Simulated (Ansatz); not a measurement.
Theory: Ansatz, DFT PBE, scalar-relativistic, plane waves, PAW. All cells share a 420 eV cutoff and Γ-centred k meshes spaced at most about 0.3 Å⁻¹ (about 0.25 or finer for metals, 2π included). No spin polarisation in the final relaxations.

All energies are static (0 K, no zero-point motion).

Two forms of In4SbAs3 were relaxed alike.

A.

```
In Sb As
1.0
     6.30234    0.00000    0.00000
     0.00000    6.30234    0.00000
     0.00000    0.00000    6.30234
In Sb As
4 1 3
Direct
  0.74211 0.74211 0.25789
  0.74211 0.25789 0.74211
  0.25789 0.74211 0.74211
  0.25789 0.25789 0.25789
  0.00000 0.00000 0.00000
  0.00000 0.50000 0.50000
  0.50000 0.00000 0.50000
  0.50000 0.50000 0.00000
```

B.

```
In Sb As
1.0
    -3.15061    3.15061    6.29094
     3.15061   -3.15061    6.29094
     3.15061    3.15061   -6.29094
In Sb As
4 1 3
Cartesian
  -1.5071 1.5071 7.9144
  1.5071 -1.5071 7.9144
  1.6435 1.6435 -1.6234
  1.5071 1.5071 4.6675
  0.0000 0.0000 0.0000
  0.0000 3.1506 3.1455
  3.1506 0.0000 3.1455
  0.0000 0.0000 6.2909
```

**Question.** Which placement of the atoms is lower in energy, and by how much?

**Answer.** They are level within the accuracy (6 meV/atom apart, with B the lower in these runs). The two share one framework of sites and differ in which element sits where. A has Sb and As ordered on zinc blende sites, space group P-43m (No. 215), 31.3 Å³/atom and no gap on its mesh; B has Sb and As ordered on zinc blende sites, space group I-42m (No. 121), 31.2 Å³/atom and no gap. Counting As or Sb atoms around In (for each partner element, those within 1.25 times its shortest distance or 1.15 times the sum of covalent radii, where it is the nearest in units of that sum or under 1.3), A and B both have In 4. In A, In has 3 As at 2.70 Å and 1 Sb at 2.82 Å; Sb is surrounded by 4 In at 2.82 Å; As has 4 In at 2.70 Å. In B, In has 3 As at 2.68–2.70 Å and 1 Sb at 2.84 Å; around Sb lie 4 In at 2.84 Å; around As on a site of symmetry -4 lie 4 In at 2.70 Å; 1 more site not described. Both come from invented guesses.

These runs have no spin–orbit coupling, which can matter for Sb. The zero gap of P-43m, I-42m may come from the functional, which often closes small gaps. Cells relaxed within their symmetry can be saddle points.
